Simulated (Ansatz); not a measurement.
Data sheet: AlAu4 (DFT)

AlAu₄:
```cif
data_Al4Au16
_chemical_formula_sum 'Al4 Au16'
_space_group_name_H-M_alt 'P 1'
_space_group_IT_number 1
_cell_length_a 6.92207
_cell_length_b 6.92207
_cell_length_c 6.92207
_cell_angle_alpha 90.000
_cell_angle_beta 90.000
_cell_angle_gamma 90.000
loop_
_space_group_symop_operation_xyz
  'x, y, z'
loop_
_atom_site_label
_atom_site_type_symbol
_atom_site_fract_x
_atom_site_fract_y
_atom_site_fract_z
_atom_site_occupancy
Al1 Al 0.06287 0.06287 0.06287 1
Al2 Al 0.43713 0.93713 0.56287 1
Al3 Al 0.56287 0.43713 0.93713 1
Al4 Al 0.93713 0.56287 0.43713 1
Au1 Au 0.68315 0.68315 0.68315 1
Au2 Au 0.81685 0.31685 0.18315 1
Au3 Au 0.18315 0.81685 0.31685 1
Au4 Au 0.31685 0.18315 0.81685 1
Au5 Au 0.78705 0.95031 0.38346 1
Au6 Au 0.71295 0.04969 0.88346 1
Au7 Au 0.28705 0.54969 0.61654 1
Au8 Au 0.21295 0.45031 0.11654 1
Au9 Au 0.38346 0.78705 0.95031 1
Au10 Au 0.88346 0.71295 0.04969 1
Au11 Au 0.61654 0.28705 0.54969 1
Au12 Au 0.11654 0.21295 0.45031 1
Au13 Au 0.95031 0.38346 0.78705 1
Au14 Au 0.04969 0.88346 0.71295 1
Au15 Au 0.54969 0.61654 0.28705 1
Au16 Au 0.45031 0.11654 0.21295 1
```

Space group P2_13 (No. 198); conventional cell a = 6.922 Å, b = 6.922 Å, c = 6.922 Å, α = 90.00°, β = 90.00°, γ = 90.00°.

Method: the program Ansatz at the PBEsol level (PAW). Structure relaxed to zero pressure with the same functional. Other levels are named where they apply.

### Cell and energy

```
Item                                                                Result
-----------------------------------------------------  -------------------
Volume per atom                                                   16.58 Å³
Density                                                        16.32 g/cm³
Formation energy from the elements (no fitted shifts)  -23 kJ/mol of atoms
```

### Electronic structure

```
Property                                                                    Result
------------------------------------  --------------------------------------------
Electronic character                                             metallic (no gap)
Density of states at the Fermi level  0.33 states/eV per atom (mean over ±0.08 eV)
Gap with spin–orbit coupling                                       none (metallic)
```

### Mechanics

```
Quantity                             Result
----------------------------------  -------
Bulk modulus (Birch–Murnaghan fit)  158 GPa
Pressure derivative B′                  5.8
```

The workflow started from a Materials Project entry (that database holds measured and hypothetical structures alike); the Crystallography Open Database files this formula in space group No. 198, but the cells were not matched. Whether it is the stable phase at ambient conditions was not checked. The PBEsol relaxation kept the symmetry of its start; whether a distortion lowers the energy is not shown. The references are the lowest solids computed at this level, not always the standard phases. Spin–orbit coupling is left out wherever it is not named.

Potentials: the later of the program's two PAW sets.
